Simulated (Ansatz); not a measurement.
**SiO2 — 17O NMR of the central transition**

Cell: an entry of the Crystallography Open Database (COD), taken as it stands.

```cif
data_SiO2
_symmetry_space_group_name_H-M 'P4_12_12'
_symmetry_Int_Tables_number 92
_cell_length_a 4.9717
_cell_length_b 4.9717
_cell_length_c 6.9223
_cell_angle_alpha 90.000
_cell_angle_beta 90.000
_cell_angle_gamma 90.000
loop_
_atom_site_label
_atom_site_type_symbol
_atom_site_symmetry_multiplicity
_atom_site_Wyckoff_symbol
_atom_site_fract_x
_atom_site_fract_y
_atom_site_fract_z
Si Si 4 a 0.3003 0.3003 0.0000
O O 8 b 0.2392 0.1044 0.1787
```

One atom of each set is listed.

All values are calculated (Ansatz; DFT, PBE, plane waves and PAW (field gradients read without the response of the frozen cores, which leaves them typically 4 to 6 % off), scalar-relativistic, 420 eV cutoff, Γ-centred 5×5×4 k-points, Fermi–Dirac smearing 0.02 eV), not measured.

17O has I = 5/2 and Q = -25.58 mb (Pyykkö 2018); at 14.1 T its Larmor frequency is ν₀ = 81.4 MHz. Only the quadrupole interaction is simulated: positions count from each site's isotropic chemical shift, and J coupling is left out, as are shift anisotropy and dipolar coupling, which fast spinning averages.

Simulated pattern of one O site (fast magic-angle spinning, Gaussian broadening 0.3 kHz):

```tsv
offset (kHz)	height
-6.497	0
-6.298	2
-6.098	6
-5.899	7
-5.699	7
-5.500	7
-5.301	7
-5.101	8
-4.902	8
-4.702	8
-4.503	9
-4.304	14
-4.104	36
-3.905	66
-3.705	85
-3.506	74
-3.306	60
-3.107	54
-2.908	51
-2.708	50
-2.509	49
-2.309	50
-2.110	52
-1.911	55
-1.711	60
-1.512	69
-1.312	88
-1.113	100
-0.914	80
-0.714	47
-0.515	11
-0.315	0
```

Question: Which |C_Q| and η does the pattern imply?

Answer: The pattern spans 5.57 kHz before broadening and its centre of gravity is at -2.50 kHz, which fixes P_Q; the places of the horns and steps fix η. That gives P_Q = 5.82 MHz, |C_Q| = 5.80 MHz and η = 0.14. The sign of C_Q can't be read from the pattern.

At O V_zz runs parallel to the line that joins its two neighbours (within 1°).

The calculated pressure of 8 GPa (PBE) comes largely from the unrelaxed atoms: it is 1.3 GPa once they are relaxed in the same cell. The largest force is 0.5 eV/Å, so the atoms aren't at the calculated equilibrium and relaxing them would move these values.
